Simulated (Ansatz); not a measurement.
Computed with DFT PBE, scalar-relativistic, plane waves, PAW in Ansatz 0.2.0. Settings: cutoff 420 eV, Γ-centred meshes spaced at most about 0.3 Å⁻¹, and about 0.25 Å⁻¹ or finer for metals (2π included), Gaussian smearing. No spin polarisation in the final relaxations.

All energies are static (0 K, no zero-point motion). All come from trial cells, and lower structures may exist.

Question: Order these relaxed structures of Te3Pt2Se by energy, lowest first, with the energy over the lowest of them.
A. Space group P6/mmm (No. 191), hexagonal, a = 7.027 Å, c = 3.734 Å. Around Te lie 4 Pt at 2.76 Å, 4 Te at 3.51 Å, 2 Te at 3.73 Å and 4 Se at 3.98 Å; Pt is surrounded by 6 Te at 2.76 Å, 2 Pt at 3.73 Å, 3 Pt at 4.06 Å and 3 Se at 4.06 Å; Se has 2 Se at 3.73 Å, 12 Te at 3.98 Å and 6 Pt at 4.06 Å (long against covalent radii, as for large ions).
B. Space group P4/mmm (No. 123), tetragonal, a = 3.466 Å, c = 10.847 Å. Te on a site of symmetry 4mm is surrounded by 4 Pt at 2.96 Å, 4 Se at 3.21 Å and 5 Te at 3.35–3.47 Å; Te on a site of symmetry 4/mmm is surrounded by 8 Pt at 2.98 Å and 6 Te at 3.35–3.47 Å; around Pt lie 8 Te at 2.96–2.98 Å, 5 Pt at 3.37–3.47 Å and 1 Se at 3.74 Å; Se is surrounded by 8 Te at 3.21 Å, 4 Se at 3.47 Å and 2 Pt at 3.74 Å.
C. Space group R-3m (No. 166), trigonal, a = 7.416 Å, c = 11.776 Å. Te has 2 Pt at 2.64 Å and 2 Se at 2.90 Å; Pt has 3 Te at 2.64 Å and 1 Se at 3.51 Å; Se has 6 Te at 2.90 Å and 2 Pt at 3.51 Å.

Answer: B (0 meV/atom), A (141 meV/atom), C (287 meV/atom). Forms: B P4/mmm; A P6/mmm; C R-3m. Counting Se or Te atoms around Pt (for each partner element, those within 1.25 times its shortest distance or 1.15 times the sum of covalent radii, where it is the nearest in units of that sum or under 1.3): B has Pt 8; A has Pt 6; C has Pt 3. Even the lowest lies +0.24 eV/atom against the elements.

Spin–orbit coupling, which can matter for Pt and Te, is left out. Se stands nearly free of neighbours here, and without spin polarisation the energy of such atoms comes out too high. Cells relaxed within their symmetry can be saddle points. Some types were kept out of the candidates beforehand, so the set may lack a known form.
